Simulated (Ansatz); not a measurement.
Values for one crystal, relaxed and computed with the program Ansatz at the PBE level (PAW); other levels are named.

| Property | Result |
|---|---|
| Volume per atom | 11.77 Å³ |
| Electronic character | metallic (no gap) |
| Gap with spin–orbit coupling | none (metallic) |
| Formation energy from the elements (no fitted shifts) | -0.19 eV/atom |
| Density of states at the Fermi level | 0.60 states/eV per atom (mean over ±0.08 eV) |
| Pressure derivative B′ | 5.1 |
| Bulk modulus (Birch–Murnaghan fit) | 228 GPa |

Q: Pick the material that matches.
(A) AlB2W2, P-6m2 (W on 2h, Al on 1a, B on 1b, B on 1f)
(B) ScB2, MoSi2 or CaC2 type
(C) GaSb, P-6m2 (Ga on 1a, Sb on 1f)
(D) LaB, rock salt

A: A, AlB2W2, P-6m2 (W on 2h, Al on 1a, B on 1b, B on 1f)

The start of the workflow was typed in or built on a structure type; neither database checked (COD, Materials Project) lists it. Whether it is the stable phase at ambient conditions was not checked. Symmetry was held in the PBE relaxation; whether a distortion lowers the energy is not shown. The run is not spin-polarised. The references are the lowest solids computed at this level, not always the standard phases. Scalar-relativistic: spin–orbit coupling is off unless named, which matters more the heavier the elements.

Potentials: the earlier of the program's two PAW sets.
